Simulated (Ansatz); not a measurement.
Relaxed-ion elastic tensor of Li (bcc (W type), Im-3m) in GPa (Voigt order), PBE (plane waves, PAW; program Ansatz); density 0.57 g/cm³, 20.27 Å³ per atom.

```
14.8  13.4  13.4   0.0   0.0   0.0
13.4  14.8  13.4   0.0   0.0   0.0
13.4  13.4  14.8   0.0   0.0   0.0
 0.0   0.0   0.0  11.2   0.0   0.0
 0.0   0.0   0.0   0.0  11.2   0.0
 0.0   0.0   0.0   0.0   0.0  11.2
```

Question: Is the crystal mechanically stable?

Answer: Yes: the smallest eigenvalue of C is 1.4 GPa.

Question: Work out the Voigt and Reuss bounds. Is their mean of use?

Answer: K_V = 13.9, K_R = 13.9; G_V = 7.0, G_R = 1.6 GPa. The bounds lie so far apart that a Hill average or a Debye temperature from it would say little.

The PBE relaxation kept the symmetry of its start. As this level gives no gap, shear constants depend on the k-mesh and smearing (Fermi–Dirac, 0.1 eV here).

Potentials: the later of the program's two PAW sets.
